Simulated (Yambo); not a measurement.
A BSE run in Yambo for LiTaO₃ (space group R3c, No. 161) (PBEsol bands; 6×6×6 mesh, 10 valence and 6 conduction bands, static screening with 73 bands and a 3 Ry block, scissor 1.85 eV, Tamm-Dancoff; field along x) gives:

```csv
state,energy (eV),states within 2 meV,relative strength,class
1,5.17,1,< 0.01,dark
2,5.22,2,< 0.01,dark
3,5.25,1,< 0.01,dark
4,5.33,2,1.00,strong
5,5.38,1,< 0.01,dark
```

Axes are Cartesian, with cell vectors (Å) (2.57, 1.48, 4.61), (-2.57, 1.48, 4.61), (0.00, -2.96, 4.61).

Task: What changes when the window shrinks to 7 valence and 3 conduction bands?

Result: The lowest state goes from 5.171 eV to 5.226 eV, and its distance below the direct gap from 0.542 eV to 0.486 eV. These are vertical excitations (zero momentum). The scissor comes from a G0W0 run whose convergence isn't established.

Spin-orbit coupling is not included.

Geometry of the Materials Project entry, not relaxed at this level; primitive cell a = b = c = 5.4768 Å, α = β = γ = 55.90°.
